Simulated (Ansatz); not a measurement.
Ag:
```
CELL_PARAMETERS angstrom
      0.00000     3.85962     3.85962
      3.85962     0.00000     3.85962
      3.85962     3.85962     0.00000
ATOMIC_POSITIONS crystal
  Ag 0.75000 0.75000 0.75000
  Ag 0.50000 0.50000 0.50000
  Ag 0.12500 0.62500 0.12500
  Ag 0.12500 0.12500 0.12500
  Ag 0.62500 0.12500 0.12500
  Ag 0.12500 0.12500 0.62500
```

Relaxed with PBE. Special points in fractions of this cell's reciprocal vectors: Γ (0.000, 0.000, 0.000); X (0.500, 0.000, 0.500); U (0.625, 0.250, 0.625); K (0.375, 0.375, 0.750); L (0.500, 0.500, 0.500); W (0.500, 0.250, 0.750).

Task: List the band energies nearest the Fermi level at these points for PBE with spin–orbit coupling in the plane-wave PAW code Ansatz.

Result: In eV from the Fermi level; about four levels below and three above (degenerate sets whole), none deeper than 8.9 eV; points with the same levels are listed once.

```csv
k,below,above
Γ,-2.41 -2.41 -2.41 -2.41,0.36 0.36 1.75 1.75
X,-2.78 -2.78 -2.78 -2.78,0.02 0.02 0.02 0.02
U,-2.52 -2.52 -2.13 -2.13,0.36 0.36 0.47 0.47
L,-2.97 -2.97 -2.45 -2.45,0.56 0.56 1.47 1.47
W,-1.88 -1.88 -1.83 -1.83,3.18 3.18 3.18 3.18
```

Space group Fd-3m. The start of the workflow was typed in or built on a structure type; neither database checked (COD, Materials Project) lists it. It is not the phase usual at ambient conditions (space group No. 225). The PBE relaxation kept the symmetry of its start; its stability against distortions is not shown here. No spin polarisation was allowed.

Potentials: the later of the program's two PAW sets.
